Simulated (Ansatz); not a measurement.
**Property card for Ge2Sb2Te5**

Ge$_{2}$Sb$_{2}$Te$_{5}$:
```
Ge2Sb2Te5
1.0
    4.24739     0.00000     0.00000
   -2.12370     3.67835     0.00000
    0.00000     0.00000    17.34563
Ge Sb Te
2 2 5
Cartesian
  0.00000   2.45223  15.63329
  2.12370   1.22612   1.71234
  0.00000   0.00000  11.94255
  0.00000   0.00000   5.40307
  0.00000   0.00000   0.00000
  2.12370   1.22612  13.96415
  0.00000   2.45223   3.38148
  0.00000   2.45223  10.24009
  2.12370   1.22612   7.10554
```

Space group P-3m1 (No. 164); conventional cell a = b = 4.2474 Å, c = 17.3456 Å, α = β = 90.00°, γ = 120.00°.

Method: the program Ansatz at the r²SCAN+D4 level (PAW). The cell and atoms are relaxed at this level. Other levels are named where they apply.

**Cell and energy**

Volume per atom: 30.11 Å³
Density: 6.29 g/cm³
Formation energy from the elements (no fitted shifts): -0.081 eV/atom

**Electronic structure**

* **Band gap**: 0.38 eV (smallest direct gap 0.40 eV)
* **Valence-band maximum**: at Γ
* **Conduction-band minimum**: on the K–Γ line, 85 % of the way from K (6 equivalent valleys)
* **Electron effective mass**: 0.046, 0.14, 0.34 mₑ (principal values)
* **Hole effective mass**: 0.050, 0.050, 0.50 mₑ (principal values)
* **HSE06 gap on the r²SCAN+D4 cell**: 0.61 eV

**Mechanics**

- Elastic constants (relaxed ions, GPa): C11 = 86.5, C12 = 18.6, C13 = 18.8, C14 = 9.6, C33 = 40.4, C44 = 21.4
- Mechanical stability: stable (all eigenvalues of C positive)
- Hill bulk and shear moduli: 34.1 and 23.5 GPa
- Young's modulus: 57.4 GPa
- Poisson's ratio: 0.22
- Debye temperature from the elastic constants: 205 K

**Phonons**

- Highest zone-centre frequency (without LO–TO term): 174 cm⁻¹
- Zone-centre stability: unstable, softest mode 57i cm⁻¹

**Charges**

- Bader charges = Ge +0.44, Sb +0.60, Te -0.47 to -0.35 e

The r²SCAN+D4 relaxation kept the symmetry of its start. The references are the lowest solids computed at this level, not always the standard phases. Scalar-relativistic: spin–orbit coupling is off unless named, which matters more the heavier the elements.

Potentials: the later of the program's two PAW sets.
